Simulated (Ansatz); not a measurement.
Pt (fcc (Cu type), Fm-3m) under volume change, PBEsol (plane waves, PAW; program Ansatz), scaled uniformly.

```
V (Å³/atom)  E − E(relaxed) (meV/atom)  P (GPa)
-----------  -------------------------  -------
13.682                               …        …
14.133                            55.4    21.00
14.584                               …        …
15.035                             0.0     0.00
15.486                            11.4    -7.85
15.937                            42.9   -14.32
16.388                            90.9   -19.63
```

Q: Some entries are withheld; supply them.

A: 
- 13.682, E − E(relaxed) (meV/atom): 133.5
- 13.682, P (GPa): 34.88
- 14.584, E − E(relaxed) (meV/atom): 13.0
- 14.584, P (GPa): 9.51

Q: What does a third-order Birch–Murnaghan fit give for V₀, B₀ and B′?

A: V₀ = 15.04 Å³/atom, B₀ = 287 GPa, B′ = 5.4.

Symmetry was held in the PBEsol relaxation. No spin polarisation was allowed. Scalar-relativistic: spin–orbit coupling is off unless named, which matters more the heavier the elements.

Potentials: the earlier of the program's two PAW sets. The files were generated under PBE; for other functionals the program regenerates the frozen cores, and for LDA and PBEsol the local potential too.
